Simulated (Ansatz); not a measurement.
The elements of this relaxed trial crystal are hidden behind letters.

```
lattice vectors (Å)
   3.4775   -3.6089    0.0000
   3.4775    3.6089    0.0000
   0.0000    0.0000    2.9952
fractional positions
X 0.0000 0.0000 0.0000
X 0.5000 0.0000 0.5000
X 0.0000 0.5000 0.5000
Z 0.3120 0.6880 0.0000
Z 0.6880 0.3120 0.0000
Q 0.5000 0.5000 0.0000
```

Theory: DFT PBE, scalar-relativistic, plane waves, PAW (Ansatz). Plane waves to 420 eV, an 8×8×12 mesh through Γ for the 6-atom cell and 0.10 eV Gaussian smearing; no spin polarisation.

| Quantity | Value |
| --- | --- |
| Space group | Cmmm (No. 65) |
| Conventional cell | a = 6.955 Å, b = 7.218 Å, c = 2.995 Å |
| Volume per atom | 12.53 Å³ |
| Density | 2.57 g/cm³ |
| Energy over the elements | +0.25 eV/atom |
| Gap on the 8×8×12 mesh of the 6-atom cell | 0 eV (a metal) |

Energies are uncorrected and count from the elements' standard states at the same level.

Problem. X is a p-block element of period 3, Z is a p-block element of period 2 and Q is a p-block element of period 2. Which elements are they?

Solution. X = Al, Z = B, Q = N, so the formula is Al3B2N. Density times volume gives a mean mass of 2.57 × 12.53/1.6605 = 19.4 u per atom, and this set has 19.4 u. Among the elements that the hints allow, noble gases aside, only these give it. Around Al on a site of symmetry mmm lie 2 B at 2.25 Å; around B lie 1 N at 1.36 Å and 5 Al at 2.25–2.34 Å; around N lie 2 B at 1.36 Å; 1 more site not described.

Symmetry constrained the relaxation, so the result can be a saddle point. Another cell of Al3B2N relaxed alike, in R-3m, lies 64 meV/atom lower, so this cell isn't the stable form at this level.
